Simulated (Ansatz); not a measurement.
Sr$_{3}$AsN:
```yaml
crystal:
  lattice:
    - [5.04142, 0.00000, 0.00000]
    - [0.00000, 5.04142, 0.00000]
    - [0.00000, 0.00000, 5.04142]
  atoms:
    - { symbol: Sr, position: [0.00000, 0.50000, 0.50000] }
    - { symbol: Sr, position: [0.50000, 0.00000, 0.50000] }
    - { symbol: Sr, position: [0.50000, 0.50000, 0.00000] }
    - { symbol: As, position: [0.00000, 0.00000, 0.00000] }
    - { symbol: N, position: [0.50000, 0.50000, 0.50000] }
```

Relaxed with PBEsol. Special points in fractions of this cell's reciprocal vectors: Γ (0.000, 0.000, 0.000); X (0.000, 0.500, 0.000); M (0.500, 0.500, 0.000); R (0.500, 0.500, 0.500).

List the band energies nearest the valence-band maximum at these points for PBEsol (plane waves, PAW; program Ansatz).

In eV from the valence-band maximum; about four levels below and three above (degenerate sets whole), none deeper than 8.9 eV; points with the same levels are listed once.

```csv
k,below,above
Γ,-0.92 -0.92 -0.92 0.00 0.00 0.00,0.38 0.38 0.50
X,-1.31 -1.31 -0.54 -0.54,1.71 1.85 1.95
M,-1.62 -1.62 -1.59 -0.86,2.56 3.12 3.12
R,-2.59 -2.59 -2.59 -1.48 -1.48 -1.48,2.11 2.11 2.11
```

Space group Pm-3m (anti-perovskite). The first step of the workflow began from a Materials Project structure, measured or hypothetical; the Crystallography Open Database copy checked does not list it. Whether it is the stable phase at ambient conditions was not checked. The cell was relaxed with PBEsol under the symmetry of its start; its stability against distortions is not shown here. Scalar-relativistic: spin–orbit coupling is off unless named, which matters more the heavier the elements.

Potentials: the later of the program's two PAW sets.
